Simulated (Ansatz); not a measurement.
This cell of Cd (hcp, Mg type) is off equilibrium:

```xyz
4
Lattice="6.0321 0.0000 0.0000 -1.5080 2.6120 0.0000 0.0000 0.0000 5.8191" Properties=species:S:1:pos:R:3 pbc="T T T"
Cd     0.0520     1.7713     4.3643
Cd     2.9641     1.7113     4.3643
Cd     1.5600     0.9007     1.4548
Cd     4.4721     0.8407     1.4548
```

Level of theory: PBE (plane waves to 420 eV, PAW, scalar-relativistic; Ansatz, a first-principles code). k mesh 9×18×8 (Γ-centred), Fermi-Dirac smearing 0.05 eV. Compression counts positive. With partly filled bands, energies and forces of such displacements shift with the k mesh and the smearing. Cd was relaxed with its symmetry unable to fall. The relaxed volume of Cd is well above the measured one; the method has no dispersion term.

Task: Predict the force on every atom, in eV/Å.

Result: 
```csv
atom,Fx,Fy,Fz
Cd1,-0.435,-0.251,0.000
Cd2,0.438,0.253,0.000
Cd3,-0.438,-0.253,0.000
Cd4,0.435,0.251,0.000
```

Task: Give the stress tensor in GPa and the pressure.

Result: 
```
    0.6      0.1      0.0
    0.1      0.5      0.0
    0.0      0.0      0.1
```
The pressure, a third of the trace, is 0.4 GPa.

(For displaced atoms, the force is minus the slope of the energy, and its curvature is a force constant, which sets phonon frequencies.)
